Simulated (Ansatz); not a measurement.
Input for Ansatz (plane-wave DFT, PAW):

```yaml
crystal:
  lattice:
    - [4.6744669975, 0.0, 0.0]
    - [0.0, 4.6744669975, 0.0]
    - [0.0, 0.0, 4.6744669975]
  atoms:
    - { symbol: Al, position: [0.8449581337, 0.8449581337, 0.8449581337] }
    - { symbol: Al, position: [0.6550418663, 0.1550418663, 0.3449581337] }
    - { symbol: Al, position: [0.3449581337, 0.6550418663, 0.1550418663] }
    - { symbol: Al, position: [0.1550418663, 0.3449581337, 0.6550418663] }
    - { symbol: Pt, position: [0.1547694652, 0.1547694652, 0.1547694652] }
    - { symbol: Pt, position: [0.3452305348, 0.8452305348, 0.6547694652] }
    - { symbol: Pt, position: [0.6547694652, 0.3452305348, 0.8452305348] }
    - { symbol: Pt, position: [0.8452305348, 0.6547694652, 0.3452305348] }
basis:
  ecutwfc: 500
kpoints:
  mp_grid: { grid: [8, 8, 8] }
hamiltonian:
  xc: r2scan
scf:
  occupations: { method: gaussian, width: 0.1 }
output:
  forces: true
  stress: true
  eigenvalues: true
relax:
  adjacent_minimum: "off"
  f_tol: 0.01
  max_steps: 30
```

Launched with
```bash
ansatz run input.yaml --threads 2 --pin off --max-ram 5120MiB --backend cpu --events-out ev --progress --plain --runs-dir out
```

The calculation used Ansatz 0.2.0, DFT r2SCAN, scalar-relativistic, plane waves, PAW.

Part of what the program printed, abridged:

```
Warning: output.stress: scf.convergence.dr2_threshold = 1e-7 eV (the SCF's general default) is looser than the 8e-10 eV advised for a printed stress (1e-10 eV for each atom of the cell: 8). ...
Pseudopotentials: kind: paw
Pseudopotential: Al, paw, valence charge 3, recommended cutoff 500 eV (meta_gga)
Pseudopotential: Pt, paw, valence charge 18, recommended cutoff 500 eV (meta_gga)
Functional definition: r2SCAN
Crystal: 8 atoms, lattice volume = 102.140 Å³
Basis set: ecut = 500 eV, 2553 PW (Γ), exchange–correlation on 144×144×144 points (64 copies of the dense FFT grid, shifted against one another)
Bands: 51, of which v1, the nominal top of the filled ones, is band 42 counted from 1 (41 counted from 0)
Symmetry: 12 space group operations
Space group: P213 (ITA 198), of the structure as read, at distance tolerance 4.7e-5 Å
k-points: 45 of 512 (time reversal used)
Initial density: superposition of atomic densities (neutral atoms: chi_scale 0, normalization atom), corrected by the library's trained network
Initial wavefunctions: pseudopotential atomic-orbital guess
Functional: x = r2scan, c = r2scan; τ floored in thin density (d = 2e-4 eV/Å³)
SCF iter   1: F=—  HF=-52316.272255 eV  |F-HF|=—  |Δ(HF+E_count)|=         —  Δρ=1.53e-2  dr2=3.22e-1  dr2_τ=1.94e-1  ethr=1.77e-3  ⟨swp⟩=7.9  Hψ=9876  notcnv=0  defer=22
SCF iter   2: F=—  HF=-52316.328423 eV  |F-HF|=—  |Δ(HF+E_count)|=   5.62e-2  Δρ=5.85e-3  dr2=4.36e-2  dr2_τ=7.11e-3  ethr=3.83e-4  ⟨swp⟩=2.8  Hψ=4053  notcnv=0  defer=106
SCF iter   3: F=—  HF=-52316.324521 eV  |F-HF|=—  |Δ(HF+E_count)|=   3.90e-3  Δρ=2.38e-3  dr2=4.67e-3  dr2_τ=1.91e-4  ethr=5.19e-5  ⟨swp⟩=2.0  Hψ=3227  notcnv=0  defer=106
SCF iter   4: F=—  HF=-52316.323974 eV  |F-HF|=—  |Δ(HF+E_count)|=   5.47e-4  Δρ=4.39e-4  dr2=2.39e-4  dr2_τ=2.02e-5  ethr=5.56e-6  ⟨swp⟩=2.8  Hψ=3949  notcnv=0  defer=106
SCF iter   5: F=—  HF=-52316.323948 eV  |F-HF|=—  |Δ(HF+E_count)|=   2.61e-5  Δρ=1.04e-4  dr2=7.28e-6  dr2_τ=1.26e-6  ethr=2.85e-7  ⟨swp⟩=2.0  Hψ=3355  notcnv=0  defer=106
SCF iter   6: F=-52316.323951 eV  HF=-52316.323950 eV  |F-HF|=2.04e-7  |Δ(HF+E_count)|=   2.26e-6  Δρ=2.63e-5  dr2=5.95e-7  dr2_τ=8.58e-8  ethr=2.98e-9  ⟨swp⟩=10.4  Hψ=9993  notcnv=0
SCF 1 converged in 6 iterations: F = -52316.323951 eV  dr2 = 5.95e-7
relax step   1: F+E_penalty+E_count = -52316.32395065 eV  Δ(F+E_penalty+E_count) = +0.000e0 eV  max|allowed force component| = 2.487e-2 eV/Å  Δτ_max = 0.0000 Å  (6 SCF iters, dr2 threshold 2.50e-6 eV, accepted)
Initial density: handed on by an earlier stage of this run
Initial wavefunctions: those handed on with the density
SCF iter   1: F=—  HF=-52316.324160 eV  |F-HF|=—  |Δ(HF+E_count)|=         —  Δρ=1.18e-4  dr2=1.27e-5  dr2_τ=8.68e-5  ethr=1.65e-8  ⟨swp⟩=2.0  Hψ=6754  notcnv=0
SCF iter   2: F=—  HF=-52316.324188 eV  |F-HF|=—  |Δ(HF+E_count)|=   2.78e-5  Δρ=7.25e-5  dr2=4.32e-6  dr2_τ=2.00e-7  ethr=1.52e-8  ⟨swp⟩=2.2  Hψ=3493  notcnv=0
SCF iter   3: F=—  HF=-52316.324188 eV  |F-HF|=—  |Δ(HF+E_count)|=   2.52e-7  Δρ=1.55e-5  dr2=2.47e-7  dr2_τ=2.78e-8  ethr=5.14e-9  ⟨swp⟩=2.2  Hψ=3352  notcnv=0
SCF iter   4: F=-52316.324188 eV  HF=-52316.324188 eV  |F-HF|=2.50e-9  |Δ(HF+E_count)|=   1.38e-8  Δρ=4.14e-6  dr2=1.64e-8  dr2_τ=9.60e-10  ethr=1.19e-10  ⟨swp⟩=8.4  Hψ=8614  notcnv=0
SCF 2 converged in 4 iterations: F = -52316.324188 eV  dr2 = 1.64e-8
relax step   2: F+E_penalty+E_count = -52316.32418817 eV  Δ(F+E_penalty+E_count) = -2.375e-4 eV  max|allowed force component| = 6.900e-3 eV/Å  Δτ_max = 0.0020 Å  (4 SCF iters, accepted)
SCF iter   1: F=—  HF=-52316.324188 eV  |F-HF|=—  |Δ(HF+E_count)|=         —  Δρ=4.13e-6  dr2=1.64e-8  dr2_τ=9.61e-10  ethr=1.96e-11  ⟨swp⟩=1.0  Hψ=6552  notcnv=0
SCF iter   2: F=-52316.324188 eV  HF=-52316.324188 eV  |F-HF|=1.39e-9  |Δ(HF+E_count)|=  6.91e-10  Δρ=2.65e-6  dr2=7.72e-9  dr2_τ=2.75e-10  ethr=1.96e-11  ⟨swp⟩=3.0  Hψ=5507  notcnv=0
SCF 3 converged in 2 iterations: F = -52316.324188 eV  dr2 = 7.72e-9
SCF converged after 2 iterations
Free energy (F): -52316.324188 eV
Harris-Foulkes:  -52316.324188 eV  (|F-HF|=1.39e-9)
Internal energy: -52316.320100 eV  (E = F + TS)
E sigma→0 (E₀):  -52316.322144 eV
Entropy (-TS):   -0.004088 eV (-0.511 meV/atom)
Fermi energy:    19.605919 eV
--- Per-component energies (eV) ---
  E_band       = -747.976842
  E_kinetic    = 2692.133607
  E_local      = -8074.968589  (includes V_loc(G=0)·N_el)
  E_nonlocal   = 841.280297
  E_hartree    = 3209.091789
  E_xc         = -1169.795893
  E_vxc        = -1510.436941  (∫ρ·V_xc dr)
  E_paw        = -39815.239586  (= ΣΔE_a)
  E_vpaw       = -1209.425996  (= ΣTr[D̂ρ^β])
  E_aug_tail   = 0.000593  (compensation charges beyond the density's cutoff)
  E_vtau       = 95.255933  (kinetic-family band-sum trace: ∫τ·v_τ [+ j·A + Jᵃ·Aᵃ] dr)
  E_ewald      = -9997.655909
  E_core_change = -1.166410  (= ΣΔE_core)
  E_smearing   = -0.004088  (= −TS)
--- Forces (eV/Å), atoms counted from 1 ---
  atom   1  Al     0.00689576     0.00689576     0.00689576
  atom   2  Al    -0.00689576    -0.00689576     0.00689576
  atom   3  Al     0.00689576    -0.00689576    -0.00689576
  atom   4  Al    -0.00689576     0.00689576    -0.00689576
  atom   5  Pt     0.00380899     0.00380899     0.00380899
  atom   6  Pt    -0.00380899    -0.00380899     0.00380899
  atom   7  Pt     0.00380899    -0.00380899    -0.00380899
  atom   8  Pt    -0.00380899     0.00380899    -0.00380899
--- Stress (GPa, compression-positive) ---
       35.053632       0.000000       0.000000
        0.000000      35.053632       0.000000
        0.000000       0.000000      35.053632
  P = ⅓ Tr σ = 35.0536 GPa (350.536 kbar)
--- Band table (eV; the first three rows and the last of 45) ---
  k-point 0: bands = ["-81.6270", "-81.6127", "-81.6127", "-81.6127", "-35.3954", "-35.3954", "-35.3954", "-35.3402", "-35.3402", "-35.3402", "-35.2834", "-35.2519", "-35.2519", "-35.2057", "-35.2057", "-35.2057", "6.5909", "11.3774", "11.3774", "11.3774", "12.9305", "12.9305", "12.9305", "13.4240", "13.4240", "13.4240", "13.9333", "14.5333", "14.5333", "14.6173", "14.6173", "14.6173", "15.7606", "15.7606", "15.7606", "17.0798", "17.0798", "17.4708", "17.4708", "17.4708", "19.3950", "19.3950", "19.3950", "24.6552", "24.6552", "24.6552", "24.6910", "24.6910", "24.7551", "25.9484", "25.9484"]
  k-point 1: bands = ["-81.6266", "-81.6143", "-81.6126", "-81.6116", "-35.4045", "-35.3970", "-35.3831", "-35.3561", "-35.3444", "-35.3198", "-35.2864", "-35.2505", "-35.2480", "-35.2084", "-35.2082", "-35.2051", "6.7263", "11.0746", "11.3988", "11.5073", "12.7578", "12.8559", "13.0412", "13.2352", "13.3895", "13.8377", "14.0803", "14.1678", "14.2162", "14.4551", "14.7808", "15.0117", "15.6285", "15.7908", "16.0516", "16.9779", "17.0045", "17.0345", "17.4265", "18.0196", "18.8993", "19.2715", "20.3065", "23.6300", "23.9824", "24.1060", "24.2907", "24.6732", "24.9728", "25.6428", "26.1155"]
  k-point 2: bands = ["-81.6254", "-81.6165", "-81.6122", "-81.6110", "-35.4095", "-35.4009", "-35.3752", "-35.3590", "-35.3545", "-35.2977", "-35.2951", "-35.2476", "-35.2387", "-35.2148", "-35.2125", "-35.2068", "7.1259", "10.4560", "11.4385", "11.5651", "12.4629", "12.7422", "13.2249", "13.3711", "13.4013", "13.7917", "13.8155", "14.1381", "14.1611", "14.6858", "14.8263", "15.3680", "15.5801", "15.8598", "16.4102", "16.5534", "16.8298", "16.8593", "17.6013", "17.8740", "18.9455", "19.0517", "21.2257", "22.7536", "22.9175", "23.5472", "23.8474", "24.6743", "25.3332", "25.3786", "26.3566"]
  k-point 44: bands = ["-81.6162", "-81.6162", "-81.6162", "-81.6162", "-35.3987", "-35.3987", "-35.3987", "-35.3987", "-35.2953", "-35.2953", "-35.2953", "-35.2953", "-35.2099", "-35.2099", "-35.2099", "-35.2099", "10.8693", "10.8693", "10.8693", "10.8693", "12.5138", "12.5138", "12.5138", "12.5138", "13.5754", "13.5754", "13.5754", "13.5754", "14.2097", "14.2097", "14.2097", "14.2097", "16.2472", "16.2472", "16.2472", "16.2472", "16.5702", "16.5702", "16.5702", "16.5702", "18.7076", "18.7076", "18.7076", "18.7076", "27.0977", "27.0977", "27.0977", "27.0977", "27.7229", "27.7229", "27.7229"]
--- Relaxed structure (2 steps of the walk, 2 accepted, 0 SCFs on fresh bases) ---
  F+E_penalty+E_count = -52316.32418817 eV   max|allowed force component| = 6.900e-3 eV/Å
  atoms:
    - { symbol: Al, position: [0.84521062, 0.84521062, 0.84521062] }
    - { symbol: Al, position: [0.65478937, 0.15478937, 0.34521062] }
    - { symbol: Al, position: [0.34521062, 0.65478937, 0.15478937] }
    - { symbol: Al, position: [0.15478937, 0.34521062, 0.65478937] }
    - { symbol: Pt, position: [0.15480790, 0.15480790, 0.15480790] }
    - { symbol: Pt, position: [0.34519209, 0.84519209, 0.65480790] }
    - { symbol: Pt, position: [0.65480790, 0.34519209, 0.84519209] }
    - { symbol: Pt, position: [0.84519209, 0.65480790, 0.34519209] }
```

The relaxation met its thresholds.

Time: 66 s on 2 threads of Intel(R) Xeon(R) Platinum 8259CL CPU @ 2.50GHz (Skylake/Cascade Lake), on a shared host, peak memory 0.69 GiB.

Spin–orbit coupling is left out, which can shift energies with elements as heavy as these.